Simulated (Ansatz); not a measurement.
Polymorphs of PtS2, each relaxed with PBE (plane waves, PAW; program Ansatz):

A: P6_3/mmc, a = b = 3.5106 Å, c = 11.1323 Å, α = β = 90.00°, γ = 120.00°

B: anatase (I4_1/amd), a = 4.7145 Å, b = 4.7145 Å, c = 11.8883 Å, α = 90.00°, β = 90.00°, γ = 90.00°

C: R3m, a = b = 3.5262 Å, c = 15.6696 Å, α = β = 90.00°, γ = 120.00°

D: rutile (P4_2/mnm), a = b = 5.451 Å, c = 3.820 Å, α = β = γ = 90.00°

E: CdI2 type (P-3m1), a = b = 3.577 Å, c = 6.488 Å, α = β = 90.00°, γ = 120.00°

**Question.** Put the candidates in order of energy per atom at 0 K, lowest first, for PBE.

**Answer.** E (+0 meV/atom), D (+345 meV/atom), B (+396 meV/atom), C (+562 meV/atom), A (+572 meV/atom)

**Question.** Give each one's gap.

**Answer.** A no gap; B no gap; C no gap; D no gap; E 1.47 eV.

Constructed cells (a structure type filled with these elements, in neither database checked): A; B; C; D. Relaxed far from the usual cell of the phase: E. Weakly bound layers, chains or molecules computed without a dispersion correction, so cells and soft constants are ill determined: A; C; E. All cells were relaxed under the symmetry of their starts (and spin orders); stability against distortions was not tested throughout. Rows with no word on spin ran without spin polarisation. Scalar-relativistic: spin–orbit coupling is off unless named, which matters more the heavier the elements.

Energies hold the estimated change up to a 700 eV cutoff; steps of a few meV lie near the error of the meshes.

Potentials: the later of the program's two PAW sets.
